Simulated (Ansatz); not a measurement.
**Sr: energy along a strain**

Sr, Fm-3m, a = 6.085 Å (as given, not relaxed at this level: -0.9 GPa). Ansatz: PBEsol, PAW, 420 eV, Γ-centred 10×10×10 mesh on 1 atom, Gaussian smearing 0.03 eV; no spin polarisation. Cell vectors (Å): 0.000 3.042 3.042; 3.042 0.000 3.042; 3.042 3.042 0.000. The cell is strained by x per cent times the pattern (0 0 0 0 1 0) in the order xx yy zz yz xz xy (engineering shears), with fractional coordinates held. y is the free energy over the start, V0 = 56.319 Å³/atom. Symmetry makes y even in x.

| x (%) | y (meV/atom) |
| --- | --- |
| -2.00 | ? |
| -1.00 | 0.04 |
| 0.00 | 0.00 |
| 0.25 | 0.00 |
| 0.50 | 0.01 |
| 0.75 | 0.02 |
| 1.25 | 0.07 |
| 1.50 | 0.10 |
| 1.75 | 0.15 |

Task: Fit y = c2 x² + c4 x⁴ to the other rows, get the stiffness along the pattern, and predict the missing energy.

Result: Least squares on the rows shown. y = 0.03636 x² + 0.004062 x⁴. The clamped-ion stiffness p·C·p = 2 × 0.3636 eV × 160.2 / 56.319 Å³ = 2.1 GPa, which is C55 in these axes (C44 of the cubic crystal) (second derivative at the start, which stands under stress). At x = -2.00 the fit asked for gives 0.21 meV/atom. The run gave 0.21 meV/atom, the same to the digits shown.